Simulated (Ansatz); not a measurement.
This guess for Mg3CdSe4 is about to be relaxed.

```cif
data_structure
_symmetry_space_group_name_H-M 'I4/mmm'
_symmetry_Int_Tables_number 139
_cell_length_a 5.7288
_cell_length_b 5.7288
_cell_length_c 11.4577
_cell_angle_alpha 90.000
_cell_angle_beta 90.000
_cell_angle_gamma 90.000
_cell_volume 376.04
loop_
_atom_site_label
_atom_site_type_symbol
_atom_site_symmetry_multiplicity
_atom_site_Wyckoff_symbol
_atom_site_fract_x
_atom_site_fract_y
_atom_site_fract_z
_atom_site_occupancy
Mg1 Mg 2 b 0.50000 0.50000 0.00000 1
Mg2 Mg 4 d 0.00000 0.50000 0.25000 1
Cd1 Cd 2 a 0.00000 0.00000 0.00000 1
Se1 Se 4 e 0.50000 0.50000 0.25000 1
Se2 Se 4 c 0.00000 0.50000 0.00000 1
```

These are results of DFT PBE, scalar-relativistic, plane waves, PAW (Ansatz 0.2.0), not measurements. Cutoff 420 eV, Gaussian smearing, Γ-centred meshes. Cell and atoms relax first on a coarse mesh and then on a converged one. In between, the cell is made exact in the group found at 0.06 Å. The steps can't lower the symmetry of their start. No spin polarisation.

A guess keeps its type if space group and coordination stay and the shape of the cell changes little (axis ratios within about 15 %, angles within 6°); the volume may change.

Question: Does this structure survive the relaxation?

Answer: It keeps its type. The symmetry stays I4/mmm (No. 139). The volume per atom shrinks by 7.8 %, from 23.5 to 21.7 Å³. The shortest distance goes from 2.86 Å (Cd–Se and Mg–Se) to 2.72 Å (Mg–Se). The ratio c/a of the conventional cell changes by a factor of 1.00. Counting neighbours within 15 % of an atom's shortest distance, the start has Cd 6, Mg 6, Se 6 and the end Cd 6, Mg 6, Se 6.

The last run used a 10×10×10 mesh for its 8-atom cell and Gaussian smearing of 0.01 eV. Symmetry constrained the relaxation, so the result can be a saddle point. Another cell of Mg3CdSe4 relaxed alike, in P-4m2, lies 59 meV/atom lower, so this cell isn't the stable form at this level.
